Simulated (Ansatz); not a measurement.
The elements of this relaxed trial crystal are hidden behind letters.

```
lattice vectors (Å)
   2.3127    1.3352    3.9704
  -2.3127    1.3352    3.9704
   0.0000   -2.6705    3.9704
fractional positions
X 0.0000 0.0000 0.0000
Z 0.0000 0.0000 0.5000
Z 0.5000 0.0000 0.0000
Z 0.0000 0.5000 0.0000
Z 0.5000 0.5000 0.5000
```

These are results of DFT PBE, scalar-relativistic, plane waves, PAW in Ansatz, not measurements. Settings of the last relaxation (5-atom cell): 420 eV, 12×12×12 k points, Gaussian smearing of 0.10 eV, no spin polarisation.

| Quantity | Value |
| --- | --- |
| Space group | R-3m (No. 166) |
| Conventional cell | a = 4.625 Å, c = 11.911 Å |
| Volume per atom | 14.71 Å³ |
| Density | 4.58 g/cm³ |
| Energy over the elements | −0.41 eV/atom |
| Gap on the 12×12×12 mesh of the 5-atom cell | 0 eV (a metal) |

Energies are uncorrected and count from the elements' standard states at the same level.

Question: X is a lanthanide and Z is a p-block element of period 2. Which elements are they?

Answer: X = La, Z = O, so the formula is LaO4. Density times volume gives a mean mass of 4.58 × 14.71/1.6605 = 40.6 u per atom, and this set has 40.6 u. La has 6 O at 2.39 Å; O on a site of symmetry 2/m is surrounded by 6 O at 2.31 Å and 2 La at 2.39 Å; O on a site of symmetry -3m is surrounded by 6 O at 2.31 Å (long contacts). Other sets within the hints have nearly the same mass, so mass alone doesn't settle it; this one was computed.

An odd number of electrons in the primitive cell allows no gap without spin; a larger cell or a magnetic state could open one. The cell is a metal run without spin; a magnetic state may lie lower. A structure relaxed within its symmetry needn't be a true minimum. Another cell of LaO4 relaxed alike, in P6/mmm, lies 0.84 eV/atom lower, so this cell isn't the stable form at this level.
